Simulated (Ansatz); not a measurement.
One crystal and one scan (generalised stacking-fault energy along a line) at two levels, PBEsol (plane waves to 420 eV, PAW, scalar-relativistic; Ansatz, a program for electronic structure) and PBE (plane waves to 420 eV, PAW, scalar-relativistic; Ansatz), each from its own relaxed cell and on its own mesh. The cell shown is that of PBEsol.

Generalised stacking fault of V (bcc, W type) on the {211} plane. The cell below holds the perfect crystal with the plane normal along z; tilting its third vector by the shift puts one fault into each cell, between planes 1.21 Å apart, at fixed cell height.

```
V
1.0
    2.56255     0.00000     0.00000
    0.00000     4.18463     0.00000
    0.00000     0.00000     7.24799
V
6
Direct
  0.00000   0.00000   0.91667
  0.66667   0.50000   0.08333
  0.33333   0.00000   0.25000
  0.00000   0.50000   0.41667
  0.66667   0.00000   0.58333
  0.33333   0.50000   0.75000
```

In-plane vectors a = (2.563, 0.000) Å, b = (0.000, 4.185) Å, area 10.72 Å². The shift is s times the vector a (length 2.563 Å), so s = 1 restores the start. Atoms relax along the normal only. γ = [E(shift) − E(0)] / area.

E is the zero-smearing estimate. The PAW data are Ansatz's earlier set. V is run without spin polarisation. V was relaxed with its symmetry unable to fall. Faults lie only 7.2 Å apart, and holding the cell height raises γ above its relaxed value. Faults lie only 7.3 Å apart, and holding the cell height raises γ above its relaxed value. With partly filled bands, the k mesh leaves noise in γ, roughly 0.02 J/m² as judged from a few cases. Percentages come from the unrounded values. Both scans cover s from 0.000 to 0.917.

Results of PBEsol:

| Quantity | Result |
|---|---|
| Lattice constant a (Å) | 2.959 |
| Highest computed γ on the line (J/m²) | 0.87 |
| Position of the highest point | s = 0.500 |
| Local minima between the ends | no computed point is one |

Q: What does PBE give for the same quantities?

A: 
| quantity | PBE | PBEsol − PBE |
|---|---|---|
| Lattice constant a (Å) | 2.997 | -0.038 (-1.3 %) |
| Highest computed γ on the line (J/m²) | 0.81 | +0.06 (+8 %) |

PBEsol gives the higher value for: highest computed γ on the line. PBEsol gives the lower value for: lattice constant a. Both give the same position of the highest point: s = 0.500. Neither level is exact: the differences show how much the result hangs on the functional.

(The slope of γ gives the shear force per area between the displaced halves; near zero shift its curvature is an elastic stiffness.)
